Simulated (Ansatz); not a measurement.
The cell below belongs to a search over invented structures; it isn't taken from experiment.

Input and command of a plane-wave DFT calculation in Ansatz:

```yaml
crystal:
  lattice:
    - [6.19257866, 0.0, 0.0]
    - [-3.09628933, 5.36293043, 0.0]
    - [0.0, 0.0, 5.37517811]
  atoms:
    - { symbol: Cd, position: [0.0, 0.0, 0.5] }
    - { symbol: Te, position: [0.33333333, 0.66666667, 0.0] }
    - { symbol: Te, position: [0.66666667, 0.33333333, 0.0] }
    - { symbol: Pb, position: [0.40281127, 0.0, 0.5] }
    - { symbol: Pb, position: [0.0, 0.40281127, 0.5] }
    - { symbol: Pb, position: [0.59718873, 0.59718873, 0.5] }
basis:
  ecutwfc: 420
kpoints:
  mp_grid: { grid: [3, 3, 3] }
hamiltonian:
  xc: pbe
scf:
  occupations: { method: gaussian, width: 0.2 }
  lower_state_search: "off"
output:
  forces: true
  stress: true
  eigenvalues: true
relax:
  adjacent_minimum: "off"
  f_tol: 0.08
  max_steps: 16
  cell: { stress_tol: 0.8 }
```

```bash
ansatz run input.yaml --threads 1 --pin off --max-ram 2560MiB --backend cpu --events-out ev --progress --plain --runs-dir out
```

Processor: Arm Neoverse V1, 1 thread, on a host shared with other jobs.

Task: Estimate time, memory and problem size.

Result: About 80 s, peak memory 0.45 GiB. It solves 57 bands at 6 k points (after reduction by symmetry) with about 4419 plane waves (on the last cell), in 60 SCF iterations over 10 ionic steps.
